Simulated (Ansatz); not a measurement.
All numbers below come from DFT PBE, scalar-relativistic, plane waves, PAW in Ansatz. Plane waves to 420 eV, an 8×8×8 mesh through Γ for the 5-atom cell and 0.10 eV Gaussian smearing; no spin polarisation.

The zero of energy is the elements' standard structures at the same level (O₂ as a molecule); no fitted shifts are applied.

Task: Give a relaxed trial structure of a tetragonal metal made of Bi, Cd and O, with a formation energy near −0.38 eV/atom and about 22 Å³ per atom, in a cell of 5 atoms.

Result: Cd2BiO2, space group P4/mmm (No. 123). Cd has 2 O at 2.23 Å; Bi is surrounded by 4 O at 2.46 Å; around O lie 2 Cd at 2.23 Å and 2 Bi at 2.46 Å.

Space group P4/mmm (No. 123). a = 4.913 Å, b = 4.913 Å, c = 4.465 Å, α = 90.00°, β = 90.00°, γ = 90.00°
| atom | site | symmetry | x | y | z |
| --- | --- | --- | --- | --- | --- |
| Cd | 2f | mmm. | 0.5000 | 0.0000 | 0.0000 |
| Bi | 1d | 4/mmm | 0.5000 | 0.5000 | 0.5000 |
| O | 2e | mmm. | 0.5000 | 0.0000 | 0.5000 |

| Quantity | Value |
| --- | --- |
| Volume per atom | 21.56 Å³ |
| Density | 7.18 g/cm³ |
| Energy over the elements | −0.38 eV/atom |
| Gap on the 8×8×8 mesh of the 5-atom cell | 0 eV (a metal) |

The cell was found from a structure generator's guess, not taken from experiment. The answer needn't be unique; the calculation gave this one.

These runs have no spin–orbit coupling, which can matter for Bi. An odd number of electrons in the primitive cell allows no gap without spin; a larger cell or a magnetic state could open one. A structure relaxed within its symmetry needn't be a true minimum.
